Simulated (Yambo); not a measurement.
LiBH$_{4}$ (space group Ama2, No. 40): a test of whether the lowest BSE state is resolved, against the k mesh (Yambo, LDA bands; otherwise 6 valence and 9 conduction bands, static screening with 47 bands and a 3 Ry block, scissor 2.99 eV, Tamm-Dancoff).

| k mesh | direct gap (eV) | lowest state (eV) | difference (eV) | k points taking part | rough cost |
|---|---|---|---|---|---|
| 2×2×2 | 8.80 | 7.25 | 1.56 | 2.2 | about 1/40 |
| 2×4×4 | 8.80 | 7.70 | 1.10 | 2.3 | about 1/10 |
| 4×4×4 | 8.80 | 7.77 | 1.03 | 8.4 | about 1/4 |
| 4×6×6 | 8.80 | 7.81 | 0.99 | 17 | 1 |

The last step moves the difference by 0.04 eV. On the densest mesh the state covers enough k points to be a bound exciton; its binding is converged only as far as that last step shows.

These are vertical excitations (zero momentum); the indirect quasiparticle gap, about 7.87 eV, is smaller than the direct one (8.80 eV on the GW mesh). The scissor comes from a G0W0 run whose convergence isn't established; costs are rough.

Geometry of the Materials Project entry, not relaxed at this level; primitive cell a = 6.3952 Å, b = c = 3.9636 Å, α = 90.54°, β = γ = 90.00°.

The structure is a Materials Project entry; no match was found in the copy of COD used, and its stability was not checked.
